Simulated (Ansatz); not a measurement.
Method: Ansatz 0.2.0, DFT PBE, scalar-relativistic, plane waves, PAW. Settings: cutoff 420 eV, Γ-centred meshes spaced at most about 0.3 Å⁻¹, and about 0.25 Å⁻¹ or finer for metals (2π included), Gaussian smearing. Collinear spin in cells that started with moments and kept them past the coarse steps, no spin elsewhere.

All energies are static (0 K, no zero-point motion).

Two forms of Li2Nb were relaxed alike.

A. (no spin)

Space group P6/mmm (No. 191). a = 4.732 Å, b = 4.732 Å, c = 2.556 Å, α = 90.00°, β = 90.00°, γ = 120.00°
```tsv
atom	site	symmetry	x	y	z
Li	2d	-6m2	0.3333	0.6667	0.5000
Nb	1a	6/mmm	0.0000	0.0000	0.0000
```

B. (site moments Nb 0.4 (×2) μB)

Space group Fd-3m:1 (No. 227). a = 7.148 Å, b = 7.148 Å, c = 7.148 Å, α = 90.00°, β = 90.00°, γ = 90.00°
```
atom  site  symmetry       x       y       z
  Li   16d      .-3m  0.3750  0.6250  0.3750
  Nb    8a      -43m  0.2500  0.2500  0.2500
```

Question: Which is lower in energy, and by how much?

Answer: A is lower, by 41 meV/atom. A has space group P6/mmm (No. 191), 16.5 Å³/atom and no gap on its mesh; B has the cubic Laves (C15) type, space group Fd-3m (No. 227), 15.2 Å³/atom and no gap. Counting all near atoms (those within 1.25 times the shortest distance at each site; a plus sign parts nearer from farther groups), A has Li 5+6, Nb 2+12 and B has Li 6+6, Nb 16. Their magnetic states differ too. The lower one is the more open, so pressure narrows the difference. Even the lower one lies +0.48 eV/atom against the reference forms of the elements (uncorrected), so neither is stable at this level. Both come from invented guesses. A third cell relaxed alike, in P6/mmm, lies 6 meV/atom below the lower of the two; the P6/mmm cell fell into it when its atoms were moved at random.

The magnetic state reached may not be the lowest. Cells relaxed within their symmetry can be saddle points; a later kick test found a lower structure for Li2Nb P6/mmm. Some structure types and database cells were kept out of the candidates from the start, so a known form may be missing.
